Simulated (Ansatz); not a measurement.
**Property card for LaLuO3**

LaLuO$_{3}$:
```xyz
5
Lattice="4.1526 0.0000 0.0000 0.0000 4.1526 0.0000 0.0000 0.0000 4.1526" Properties=species:S:1:pos:R:3 pbc="T T T"
La     0.0000     0.0000     0.0000
Lu     2.0763     2.0763     2.0763
O      0.0000     2.0763     2.0763
O      2.0763     2.0763     0.0000
O      2.0763     0.0000     2.0763
```

Space group Pm-3m (No. 221), cubic perovskite; conventional cell a = b = c = 4.153 Å, α = β = γ = 90.00°.

Method: LDA (plane waves, PAW; program Ansatz). The cell and atoms are relaxed at this level. Other levels are named where they apply.

**Cell and energy**

```json
{
 "volume_per_atom": "14.32 Å³",
 "density": "8.39 g/cm³",
 "Formation energy from the elements (no fitted shifts)": "-3.25 eV/atom"
}
```

**Electronic structure**

```json
{
 "band_gap": "1.37 eV (direct)",
 "valence_band_maximum": "at Γ",
 "conduction_band_minimum": "at Γ",
 "Electron effective mass, band 1 of 2 at the edge": "1.2 along [100], 1.0 along [110], 0.91 along [111] (mₑ)",
 "Electron effective mass, band 2 of 2 at the edge": "0.74 along [100], 0.82 along [110], 0.91 along [111] (mₑ)",
 "Hole effective mass, band 1 of 3 at the edge": "3.2 along [100], 3.2 along [110], 0.97 along [111] (mₑ)",
 "Hole effective mass, band 2 of 3 at the edge": "3.2 along [100], 0.72 along [110], 0.97 along [111] (mₑ)",
 "Hole effective mass, band 3 of 3 at the edge": "0.32 along [100], 0.49 along [110], 0.60 along [111] (mₑ)"
}
```

**Mechanics**

```json
{
  "Bulk modulus (Birch–Murnaghan fit)": "163 GPa",
  "Pressure derivative B′": "4.4",
  "Elastic constants (relaxed ions, GPa)": "C11 = 378, C12 = 55.3, C44 = 50.8",
  "mechanical_stability": "stable (all eigenvalues of C positive)",
  "hill_bulk_and_shear_moduli": "163 and 82.5 GPa",
  "Young's modulus": "212 GPa",
  "Poisson's ratio": "0.28",
  "debye_temperature_from_the_elastic_constants": "429 K"
}
```

**Dielectric response**

```json
{
 "Electronic dielectric constant ε∞ (DFPT)": "5.93",
 "Born charges (a third of the trace)": "La +4.60, Lu +3.80, O -2.80 e"
}
```

**Phonons**

```json
{
  "Highest zone-centre frequency (without LO–TO term)": "669 cm⁻¹",
  "zone_centre_stability": "unstable, softest mode 236i cm⁻¹",
  "dynamical_stability_on_the_path": "unstable, down to 311i cm⁻¹"
}
```

The cell is a constructed one: a structure type filled with these elements; neither database checked (COD, Materials Project) lists it. Whether it is the stable phase at ambient conditions was not checked. Symmetry was held in the LDA relaxation. The references are the lowest solids computed at this level, not always the standard phases (solids in place of the gases). Scalar-relativistic: spin–orbit coupling is off unless named, which matters more the heavier the elements.

Potentials: the later of the program's two PAW sets.
